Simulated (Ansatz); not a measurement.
One crystal and one scan (scan of one atom of the cell) at two levels, PBE (plane waves to 420 eV, PAW, scalar-relativistic; Ansatz, a first-principles code) and r2SCAN (plane waves to 500 eV, PAW, scalar-relativistic; Ansatz), each from its own relaxed cell and on its own mesh. The cell shown is that of PBE.

GaSb (zinc blende)

```
CELL_PARAMETERS angstrom
      0.00000     6.21351     6.21351
      3.10675     0.00000     3.10675
      3.10675     3.10675     0.00000
ATOMIC_POSITIONS crystal
  Sb 0.37500 0.75000 0.75000
  Sb 0.87500 0.75000 0.75000
  Ga 0.00000 0.00000 0.00000
  Ga 0.50000 0.00000 0.00000
```

In each cell atom 2 (Sb, nearest neighbour Ga at 2.691 Å; its periodic images, 4.4 Å or more away, move with it) moves by s·(1.000, 0.000, 0.000) (along Cartesian x), the rest being held.

E stands for the smeared free energy. GaSb was relaxed with its symmetry unable to fall. Spin-orbit coupling is left out, though Sb is heavy. As the smearing reaches across the gap at some points, energies and forces of such displacements shift with the k mesh and the smearing. With partly filled bands, energies and forces of such displacements shift with the k mesh and the smearing. Percentages come from the unrounded values.

Results of PBE:

| Property | Result |
|---|---|
| Lattice constant a (Å) | 6.214 |
| Force constant k = d²E/ds² at s = 0 (finite differences) (eV/Å²) | 7.72 |
| Shape of the curve | a single well with its minimum at or next to zero displacement |

### Question
Estimate the r2SCAN values.

### Answer
```tsv
quantity	r2SCAN	PBE − r2SCAN
Lattice constant a (Å)	6.132	+0.082 (+1.3 %)
Force constant k = d²E/ds² at s = 0 (finite differences) (eV/Å²)	8.77	-1.05 (-12 %)
```

PBE gives the higher value for: lattice constant a. PBE gives the lower value for: force constant k = d²E/ds² at s = 0. (PBE) At this level the bands of GaSb touch or barely overlap; measurements give the solid a gap. Both give the same shape of the curve: a single well with its minimum at or next to zero displacement. Neither level is exact: the differences show how much the result hangs on the functional.

(A displaced cell: forces are minus the slopes of the energy, force constants its curvatures, and phonons follow from these.)
